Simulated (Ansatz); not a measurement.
NiSb:
```cif
data_Ni2Sb2
_chemical_formula_sum 'Ni2 Sb2'
_space_group_name_H-M_alt 'P63/mmc'
_space_group_IT_number 194
_space_group_name_Hall '-P 6c 2c'
_cell_length_a 3.93007
_cell_length_b 3.93007
_cell_length_c 5.12371
_cell_angle_alpha 90.000
_cell_angle_beta 90.000
_cell_angle_gamma 120.000
loop_
_atom_site_label
_atom_site_type_symbol
_atom_site_symmetry_multiplicity
_atom_site_Wyckoff_symbol
_atom_site_fract_x
_atom_site_fract_y
_atom_site_fract_z
_atom_site_occupancy
Ni1 Ni 2 a 0.00000 0.00000 0.00000 1
Sb1 Sb 2 c 0.33333 0.66667 0.25000 1
```

Relaxed with r²SCAN.

### Question
Tabulate the valence density and the electron localisation function along the shortest Ni–Sb contact (2.61 Å), the program Ansatz at the r²SCAN level (PAW).

### Answer


| distance from Ni (Å) | density (e/Å³) | ELF |
|---|---|---|
| 0.26 | 32.63 | 0.57 |
| 0.39 | 15.89 | 0.44 |
| 0.52 | 6.61 | 0.33 |
| 0.65 | 2.65 | 0.24 |
| 0.78 | 1.12 | 0.19 |
| 0.91 | 0.58 | 0.17 |
| 1.04 | 0.43 | 0.23 |
| 1.17 | 0.38 | 0.36 |
| 1.30 | 0.39 | 0.48 |
| 1.43 | 0.44 | 0.48 |
| 1.56 | 0.54 | 0.40 |
| 1.69 | 0.74 | 0.34 |
| 1.82 | 1.21 | 0.28 |
| 1.95 | 2.36 | 0.17 |
| 2.08 | 4.92 | 0.06 |
| 2.21 | 9.46 | 0.01 |
| 2.35 | 15.51 | 0.00 |

The density is the valence pseudo-density with augmentation charge, so density and ELF within about 1 Å of a nucleus are not all-electron values.

Space group P6_3/mmc (NiAs type). Symmetry was held in the r²SCAN relaxation; of distortions, only those at the zone centre were tested. The workflow began spin-polarised and lost its moments. Scalar-relativistic: spin–orbit coupling is off unless named, which matters more the heavier the elements.

Potentials: the later of the program's two PAW sets.
